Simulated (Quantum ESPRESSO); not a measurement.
Band energies of BeS

```
CELL_PARAMETERS angstrom
      0.00000     2.43515     2.43515
      2.43515     0.00000     2.43515
      2.43515     2.43515     0.00000
ATOMIC_POSITIONS crystal
  Be 0.00000 0.00000 0.00000
  S  0.25000 0.25000 0.25000
```

norm-conserving PBE (Quantum ESPRESSO, 88 Ry, scalar-relativistic); path ΓXWKΓLUWLK,UX; energies in eV from the valence-band maximum.

```csv
k (1/Å),point,band 1,band 2,band 3,band 4,band 5,band 6,band 7,band 8
0.00,Γ,-98.99,-13.61,0.00,0.00,0.00,5.67,5.67,5.67
0.65,,-98.99,-12.74,-2.71,-1.58,-1.58,4.46,6.58,8.65
1.29,X,-98.99,-11.50,-4.95,-2.60,-2.60,3.14,4.93,12.64
1.94,W,-98.99,-11.45,-4.20,-3.80,-3.28,6.45,8.08,8.39
2.39,K,-98.99,-11.51,-4.49,-4.03,-2.15,4.38,7.48,10.47
2.71,,-98.99,-11.84,-4.58,-3.55,-1.45,5.40,8.53,9.14
3.34,,-98.99,-13.22,-1.95,-0.99,-0.19,5.91,6.13,6.47
3.76,Γ,-98.99,-13.61,0.00,0.00,0.00,5.67,5.67,5.67
3.96,,-98.99,-13.51,-0.69,-0.11,-0.11,5.59,5.87,5.87
4.67,,-98.99,-12.21,-5.32,-0.95,-0.95,5.45,6.60,6.60
4.88,L,-98.99,-12.03,-5.70,-1.02,-1.02,5.43,6.55,6.55
5.27,,-98.99,-11.82,-5.30,-2.50,-1.50,5.39,7.64,7.94
5.67,U,-98.99,-11.51,-4.49,-4.03,-2.15,4.38,7.48,10.47
5.89,,-98.99,-11.49,-4.39,-3.92,-2.67,5.27,7.58,9.43
6.12,W,-98.99,-11.45,-4.20,-3.80,-3.28,6.45,8.08,8.39
6.58,,-98.99,-11.76,-5.17,-2.73,-1.80,6.10,6.55,9.05
7.04,L,-98.99,-12.03,-5.70,-1.02,-1.02,5.43,6.55,6.55
7.12,,-98.99,-12.02,-5.68,-1.12,-1.05,5.52,6.52,6.63
7.65,,-98.99,-11.62,-4.78,-3.65,-1.91,4.76,8.53,9.46
7.83,K,-98.99,-11.51,-4.49,-4.03,-2.15,4.38,7.48,10.47
7.83,U,-98.99,-11.51,-4.49,-4.03,-2.15,4.38,7.48,10.47
8.28,X,-98.99,-11.50,-4.95,-2.60,-2.60,3.14,4.93,12.64
```

The PBE gap is indirect, 3.14 eV, from Γ to X; the smallest direct gap is 5.62 eV.

Geometry of the Materials Project entry, not relaxed at this level.
